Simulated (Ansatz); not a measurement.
The start is a randomly generated symmetric cell of AgO (space group No. 227). The cell and all atomic positions are relaxed at zero pressure with PBE (plane waves to 420 eV, PAW, scalar-relativistic; Ansatz, an electronic-structure program). The first steps use a coarse 7×7×7 k-mesh.

Starting cell:
```yaml
crystal:
  lattice:
    - [0.00000, 3.09749, 3.09749]
    - [3.09749, 0.00000, 3.09749]
    - [3.09749, 3.09749, 0.00000]
  atoms:
    - { symbol: Ag, position: [0.50000, 0.50000, 0.50000] }
    - { symbol: Ag, position: [0.75000, 0.75000, 0.75000] }
    - { symbol: O, position: [0.00000, 0.00000, 0.00000] }
    - { symbol: O, position: [0.25000, 0.25000, 0.25000] }
```

**Question.** What pressure does the first self-consistent step give?

**Answer.** -9 GPa (negative: the cell is under tension).

**Question.** How much energy is released per atom?

**Answer.** About 0.15 eV/atom.

**Question.** How does the volume per atom move from start to end?

**Answer.** -8.2 %, from 14.86 to 13.64 Å³/atom.

**Question.** How do the shortest distances between atoms change?

**Answer.** The closest pairs of elements (up to four, under 3.6 Å), start → end: Ag–O 2.68 → 2.61 Å; Ag–Ag 2.68 → 2.61 Å; O–O 2.68 → 2.61 Å.

**Question.** Is the relaxed structure metallic? Give its gap.

**Answer.** Zero (metallic).

**Question.** The last rounds were run with spin polarisation. What moments result?

**Answer.** Net 0.51 μB/atom, ferromagnetic.

**Question.** What does it relax into? Give the structure.

**Answer.** 
Space group Fd-3m, origin choice 1 (No. 227); a = b = c = 6.0205 Å, α = β = γ = 90.00°

```csv
atom,site,symmetry,x,y,z
Ag,8b,-43m,0.5000,0.5000,0.5000
O,8a,-43m,0.0000,0.0000,0.0000
```
(The calculation used a cell of 4 atoms; values per cell refer to that cell.)

The space group stays Fd-3m (No. 227) (the run could not lower it); the end is AFLOW prototype AB_cF16_227_a_b (B32, as in NaTl), with 4 atoms in the primitive magnetic cell. Final values are on a 13×13×13 k-mesh of the relaxed cell. The first round had no spin; a later round switched it on. Spin state reached: ferromagnetic (net 0.51 μB/atom); other spin orders were not run from this start. No Hubbard U is applied.

The run could not lose the symmetry of its start: the end is stationary, and may be a saddle point rather than a minimum.

All atoms sit on sites fixed by symmetry, so only the cell could relax.

The relaxed structure here is a generated cell of AgO: the first start was made by a random draw of sites in a space group, and the end was not matched to a known phase here, so it may be hypothetical.
